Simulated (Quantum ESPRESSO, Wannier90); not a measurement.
# Ag (hcp (Mg type), model phase): Wannier90 run

```
begin unit_cell_cart
ang
    2.9222999838    0.0000000000    0.0000000000
   -1.4611499919    2.5307860234    0.0000000000
    0.0000000000    0.0000000000    4.7016600000
end unit_cell_cart
begin atoms_frac
Ag   0.3333333333 -0.3333333333  0.2500000000
Ag  -0.3333333333  0.3333333333 -0.2500000000
end atoms_frac
```

Materials Project entry mp-10597; symmetrised, unrelaxed at this level. This isn't the element's usual structure (fcc); take it as a model of another phase. Computed values, not measurements, from PBEsol: Quantum ESPRESSO (norm-conserving PseudoDojo potentials, cutoff 66 Ry, spinors with spin-orbit coupling) on a Γ-centred 6×6×4 mesh, then Wannier90. Density: 18×18×10 mesh, cold smearing 0.01 Ry.

A tight-binding model is made by disentanglement and projection with no localisation steps (num_iter = 0), so the 36 orbitals stay atom-like: hydrogen-like Ag: s;p;d, axes along x, y, z; frozen window up to 3.00 eV relative to the Fermi level. It follows pw.x to 9.7 meV rms for states up to 1.0 eV relative to the Fermi level. Matrix elements depend on this choice of orbitals and windows. The run ended at its step limit with the spread still drifting slowly, so a lower minimum may lie further on.

The 30 largest hoppings ⟨m,0|H|n,R⟩ between different sites (one of each Hermitian pair; signs follow the real orbitals' lobes; the list may end inside a set of equal values):

```
m              n       R  distance of the centres (Å)  t (eV)  Im t (eV)
-------  -------  ------  ---------------------------  ------  ---------
Ag2 px↑  Ag2 px↑   1 0 0                         2.92   2.858     -0.006
Ag1 px↑  Ag1 px↑   1 0 0                         2.92   2.853      0.007
Ag1 px↓  Ag1 px↓   1 0 0                         2.92   2.843     -0.010
Ag2 px↓  Ag2 px↓   1 0 0                         2.92   2.834      0.007
Ag1 py↑  Ag1 py↑   1 1 0                         2.92   2.143     -0.007
Ag2 py↑  Ag2 py↑   0 1 0                         2.92   2.139     -0.010
Ag2 py↑  Ag2 py↑   1 1 0                         2.92   2.138      0.004
Ag1 py↑  Ag1 py↑   0 1 0                         2.92   2.135      0.012
Ag1 py↓  Ag1 py↓   1 1 0                         2.92   2.129      0.001
Ag2 py↓  Ag2 py↓   1 1 0                         2.92   2.129      0.000
Ag1 py↓  Ag1 py↓   0 1 0                         2.92   2.119     -0.008
Ag2 py↓  Ag2 py↓   0 1 0                         2.92   2.117      0.008
Ag1 pz↑  Ag2 pz↑  1 -1 0                         2.89   1.865      0.000
Ag2 pz↓  Ag1 pz↓   0 1 0                         2.89   1.864      0.000
Ag1 pz↓  Ag2 pz↓  1 -1 1                         2.89   1.864     -0.001
Ag2 pz↑  Ag1 pz↑  0 1 -1                         2.89   1.863      0.000
Ag1 pz↑  Ag2 pz↑   1 0 0                         2.89   1.863      0.000
Ag1 pz↓  Ag2 pz↓   1 0 1                         2.89   1.863     -0.001
Ag1 pz↓  Ag2 pz↓   1 0 0                         2.89   1.862      0.001
Ag1 pz↑  Ag2 pz↑  1 -1 1                         2.89   1.862     -0.001
Ag1 pz↓  Ag2 pz↓  1 -1 0                         2.89   1.862      0.002
Ag1 pz↑  Ag2 pz↑   1 0 1                         2.90   1.861      0.000
Ag2 pz↑  Ag1 pz↑   0 1 0                         2.89   1.860      0.000
Ag2 pz↓  Ag1 pz↓  0 1 -1                         2.89   1.860      0.001
Ag1 s↓   Ag1 px↓   1 0 0                         2.70   1.771      0.006
Ag2 px↓   Ag2 s↓   1 0 0                         2.72  -1.761      0.006
Ag1 s↑   Ag1 px↑   1 0 0                         2.80   1.731     -0.007
Ag2 px↑   Ag2 s↑   1 0 0                         2.79  -1.728     -0.006
Ag2 s↑   Ag2 px↑   1 0 0                         3.06   1.650      0.008
Ag1 px↑   Ag1 s↑   1 0 0                         3.05  -1.649      0.007
```
